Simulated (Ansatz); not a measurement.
Two-dimensional strain map in Ir

Level of theory: Ansatz 0.2.0, DFT PBEsol, scalar-relativistic, plane waves, PAW. The runs took a 420 eV cutoff, a Γ-centred 22×22×22 mesh and Gaussian smearing (0.15 eV). Spin–orbit coupling is left out, which can shift energies with elements as heavy as these. No spin polarisation. Energies are free energies at this smearing, counted from the undisturbed cell; pressure is positive in compression.

The undisturbed cell (as given, not relaxed at this level; it stands at -2.6 GPa):

```xyz
1
Lattice="0.0000 1.9197 1.9197 1.9197 0.0000 1.9197 1.9197 1.9197 0.0000" Properties=species:S:1:pos:R:3 pbc="T T T"
Ir    0.0000    0.0000    0.0000
```

The cell is strained by p along both x and y and by q along z, fractional coordinates fixed. Points are written (p, q).

Energy above the undisturbed cell in meV/atom (a dash: not computed):

| p \ q | -0.050 | -0.025 | 0.000 | 0.025 | 0.050 |
| --- | --- | --- | --- | --- | --- |
| -0.050 | 424.3 | 289.5 | 206.2 | 166.7 | 163.8 |
| -0.025 | 176.8 | 86.1 | 41.1 | 35.1 | 61.9 |
| 0.000 | 65.4 | 12.4 | 0.0 | 22.0 | 73.0 |
| 0.025 | 61.4 | 40.7 | 55.8 | 101.3 | 172.3 |
| 0.050 | 141.1 | 148.3 | 186.6 | 251.6 | 339.1 |

Pressure in GPa:

```
 p \ q  -0.050  -0.025  0.000  0.025  0.050
-0.050    81.9    63.5   47.8   34.5   23.2
-0.025    46.8    31.8   19.1    8.4   -0.5
 0.000    19.9     7.7   -2.6  -11.1  -18.1
 0.025    -0.6   -10.5  -18.7  -25.4  -30.9
 0.050   -16.0   -24.0  -30.5  -35.8  -40.0
```